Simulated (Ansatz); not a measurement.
Relaxed Ti2O3 (corundum):

```
CELL_PARAMETERS angstrom
      2.49574     1.44092     4.58833
     -2.49574     1.44092     4.58833
      0.00000    -2.88183     4.58833
ATOMIC_POSITIONS crystal
  Ti 0.84570 0.84570 0.84570
  Ti 0.15430 0.15430 0.15430
  Ti 0.65430 0.65430 0.65430
  Ti 0.34570 0.34570 0.34570
  O  0.06147 0.43853 0.75000
  O  0.93853 0.56147 0.25000
  O  0.75000 0.06147 0.43853
  O  0.25000 0.93853 0.56147
  O  0.43853 0.75000 0.06147
  O  0.56147 0.25000 0.93853
```

The atoms are displaced by Q × the pattern below (from a DFPT mode at Γ, largest move 1; Q in Å), at fixed cell. It is one choice among 2 degenerate patterns.

```json
[
 {"atom": "Ti1", "x": "0.086", "y": "-0.139", "z": "0.000"},
 {"atom": "Ti2", "x": "-0.086", "y": "0.139", "z": "0.000"},
 {"atom": "Ti3", "x": "-0.086", "y": "-0.139", "z": "0.000"},
 {"atom": "Ti4", "x": "0.086", "y": "0.139", "z": "0.000"},
 {"atom": "O5", "x": "0.000", "y": "0.758", "z": "0.652"},
 {"atom": "O6", "x": "0.000", "y": "-0.758", "z": "-0.652"},
 {"atom": "O7", "x": "0.336", "y": "0.176", "z": "-0.326"},
 {"atom": "O8", "x": "-0.336", "y": "-0.176", "z": "0.326"},
 {"atom": "O9", "x": "-0.336", "y": "0.176", "z": "-0.326"},
 {"atom": "O10", "x": "0.336", "y": "-0.176", "z": "0.326"}
]
```

Computed with LDA (plane waves to 420 eV, PAW, scalar-relativistic; Ansatz, a program for electronic structure). k mesh 11×11×11 (Γ-centred), Fermi-Dirac smearing 0.05 eV. With partly filled bands, energies and forces of such displacements shift with the k mesh and the smearing. Ti2O3 is run without spin polarisation and with no Hubbard U. Ti2O3 was relaxed with its symmetry unable to fall. 

```
Q (Å)   −dE/dQ from forces (eV/Å)
------  -------------------------
-0.180                      2.715
-0.150                      2.269
-0.120                      1.817
-0.090                      1.362
-0.060                      0.907
-0.030                      0.452
0.000                       0.000
0.030                      -0.452
0.060                      -0.907
0.090                      -1.362
0.120                      -1.817
0.150                      -2.269
0.180                      -2.715
```

What harmonic wavenumber does the curvature at Q = 0 give?

278 cm⁻¹. E″ = 15.06 eV/Å², M = Σ mᵢ|uᵢ|² = 53.1 u, ν̃ = 521.5·√(|E″|/M).

(A displaced cell: forces are minus the slopes of the energy, force constants its curvatures, and phonons follow from these.)
